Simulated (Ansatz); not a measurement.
IrO2 (rutile)

```yaml
crystal:
  lattice:
    - [4.47181, 0.00000, 0.00000]
    - [0.00000, 4.47181, 0.00000]
    - [0.00000, 0.00000, 3.15362]
  atoms:
    - { symbol: Ir, position: [0.00000, 0.00000, 0.00000] }
    - { symbol: Ir, position: [0.50000, 0.50000, 0.50000] }
    - { symbol: O, position: [0.30879, 0.30879, 0.00000] }
    - { symbol: O, position: [0.80879, 0.19121, 0.50000] }
    - { symbol: O, position: [0.19121, 0.80879, 0.50000] }
    - { symbol: O, position: [0.69121, 0.69121, 0.00000] }
```

The slice is a (-1 2 0) plane (indices of the conventional cell) through the point (0.500, 0.500, 0.500) (fractional), spanned by u = [001] and v = [210] in vectors of this cell: u (3.15 Å) and v (10.00 Å, at 90° to u). It covers one period; positions are fractions (u, v).

The numbers are results of PBEsol (plane waves to 420 eV, PAW, scalar-relativistic; Ansatz, a program for electronic structure), not measurements. k mesh 11×11×15. These are valence fields of a PAW run, semicore shells included where kept as valence: close to a nucleus they are smooth pseudo fields. IrO2 is run without spin polarisation and with no Hubbard U. IrO2 was relaxed with its symmetry unable to fall. Spin-orbit coupling is left out, though Ir is heavy.

Predict the map of the electron localisation function (ELF) on the slice.


```
|xx**==::====::==**|
|%%++..##@@@@##..++|
|++::==@@@@@@@@==::|
|::..==@@@@@@@@==..|
|    ..**%%%%**..  |
|      ..----..    |
|##++::::----::::++|
|@@@@**::====::**@@|
|xx%%%%::====::%%%%|
|xx%%%%::----::%%%%|
|@@@@**..::::..**@@|
|%%**::        ::**|
|..                |
|                  |
|..                |
|%%**::        ::**|
|@@@@**..::::..**@@|
|xx%%%%::----::%%%%|
|xx%%%%::====::%%%%|
|@@@@**::====::**@@|
|##++::::----::::++|
|      ..----..    |
|    ..**%%%%**..  |
|::..==@@@@@@@@==..|
|++::==@@@@@@@@==::|
|%%++..##@@@@##..++|
|xx**==::====::==**|
|xxxx##::    ::##xx|
```
Scale: ten equal steps from 0.01 (start of ' ') to 0.85 (end of '@'), in the order ' .:-=+*#%@'. Values: electron localisation function (ELF). The map has 9 points along u (two characters each, u = 0 at the left) and 28 along v (v = 0 in the bottom row). Points within 0.4 Å of a nucleus are blanked (x), as the pseudised field means little there.
